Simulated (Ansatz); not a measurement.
MgTe:
```cif
data_MgTe
_chemical_formula_sum 'Mg1 Te1'
_space_group_name_H-M_alt 'P 1'
_space_group_IT_number 1
_cell_length_a 4.22507
_cell_length_b 4.22507
_cell_length_c 4.22507
_cell_angle_alpha 59.998
_cell_angle_beta 59.998
_cell_angle_gamma 59.998
loop_
_space_group_symop_operation_xyz
  'x, y, z'
loop_
_atom_site_label
_atom_site_type_symbol
_atom_site_fract_x
_atom_site_fract_y
_atom_site_fract_z
_atom_site_occupancy
Mg1 Mg 0.75003 0.75003 0.75003 1
Te1 Te 0.24997 0.24997 0.24997 1
```

Relaxed with PBE. Independent-particle spectrum: no excitons, no local fields, no scissors shift; 0.1 eV broadening; ε₁ of the summed bands alone.

Problem. Tabulate the dielectric function from PBE (plane waves, PAW; program Ansatz).

Solution. 

| E (eV) | ε₁ xx | ε₂ xx |
|---|---|---|
| 0.0 | 9.60 | 0.00 |
| 0.5 | 9.74 | 0.00 |
| 1.0 | 10.20 | 0.00 |
| 1.5 | 11.15 | 0.00 |
| 2.0 | 13.35 | 0.02 |
| 2.5 | 16.15 | 4.21 |
| 3.0 | 16.93 | 8.06 |
| 3.5 | 16.89 | 14.43 |
| 4.0 | 7.60 | 24.49 |
| 4.5 | -5.23 | 9.46 |
| 5.0 | 2.20 | 12.75 |
| 5.5 | -4.10 | 12.85 |
| 6.0 | -5.75 | 8.41 |
| 6.5 | -5.44 | 5.52 |
| 7.0 | -4.56 | 4.12 |
| 7.5 | -3.79 | 2.95 |
| 8.0 | -3.19 | 2.31 |
| 8.5 | -2.62 | 1.85 |
| 9.0 | -2.37 | 1.49 |
| 9.5 | -1.94 | 1.15 |
| 10.0 | -1.64 | 1.02 |
| 10.5 | -1.49 | 0.76 |
| 11.0 | -1.15 | 0.55 |
| 11.5 | -0.94 | 0.48 |
| 12.0 | -0.72 | 0.35 |

Problem. From ε at 2.7 eV (xx: 16.32 + 5.58i), find n, k, the normal reflectivity and the absorption coefficient.

Solution. n = 4.10, k = 0.681, R = 38 %, α = 2kE/ħc = 190000 cm⁻¹.

With all bands, ε∞ without local fields is 9.68.

Space group Fm-3m (rock salt). The cell is a constructed one: a structure type filled with these elements; the Crystallography Open Database copy checked does not list it. COD files the formula under space group No. 186, so this cell is another polymorph or a model. Its standing as an ambient phase is unchecked. Symmetry was held in the PBE relaxation; of distortions, only those at the zone centre were tested. Spin–orbit coupling is left out wherever it is not named.

Potentials: the later of the program's two PAW sets.
